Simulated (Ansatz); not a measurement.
**An elastic constant from a strain scan in SnTe**

These are results of DFT PBEsol, scalar-relativistic, plane waves, PAW in Ansatz, not measurements. The runs took a 420 eV cutoff, a Γ-centred 10×10×10 mesh and Gaussian smearing (0.03 eV). Spin–orbit coupling is left out, which matters for the heavy elements here. No spin polarisation. Energies are free energies at this smearing, counted from the undisturbed cell; pressure is positive in compression.

The starting cell (as given, not relaxed at this level; it stands at -0.5 GPa):

```
Sn Te
1.0
     0.00000    3.15650    3.15650
     3.15650    0.00000    3.15650
     3.15650    3.15650    0.00000
Sn Te
1 1
Direct
  0.00000 0.00000 0.00000
  0.50000 0.50000 0.50000
```

The cell is strained by ε times the Voigt pattern (1, 1, 0, 0, 0, 0) (xx, yy, zz, yz, xz, xy; engineering shear) with fractional coordinates fixed. The cell holds 2 atoms in V0 = 62.90 Å³. The stress column is τ = (1/V0) dE/dε, got from the stress tensor σ (compression positive) at each point as −det(1 + εP) σ : P(1 + εP)⁻¹, with P the pattern as a tensor.

| ε | ΔE (meV/atom) | τ (GPa) |
| --- | --- | --- |
| -0.0400 | 39.805 | -12.170 |
| -0.0300 | 19.759 | -8.315 |
| -0.0200 | 6.914 | -4.835 |
| -0.0100 | 0.548 | -1.706 |
| 0.0000 | 0.000 | 1.098 |
| 0.0100 | 4.660 | 3.599 |
| 0.0200 | 13.940 | 5.812 |
| 0.0300 | 27.308 | 7.770 |
| 0.0350 | 35.377 | 8.662 |
| 0.0400 | ? | ? |

Problem. Which combination of elastic constants does this scan measure, and how large is it?

Solution. For small ε, τ = τ0 + Kε with K = pᵀCp, which for this pattern is 2(C11 + C12) in the cubic axes. The parabola through τ at ε = -0.0100, 0 and 0.0100 has slope K = 265 GPa at zero. The energies per cell, E = NΔE, of the same two points give K = 2[E(ε₊)/ε₊ − E(ε₋)/ε₋]/[(ε₊ − ε₋)V0] = 265 GPa, in agreement.

Problem. Predict the withheld row at ε = 0.0400 from the harmonic law, and compare.

Solution. ΔE = V0(τ0 ε + Kε²/2)/N = 50.272 meV/atom and τ = 11.71 GPa. The calculation gives 44.295 meV/atom and 9.50 GPa: the energy lies 12 % below the harmonic value, as bonds soften when stretched.

The gap closes along the scan, which can put kinks into the curve.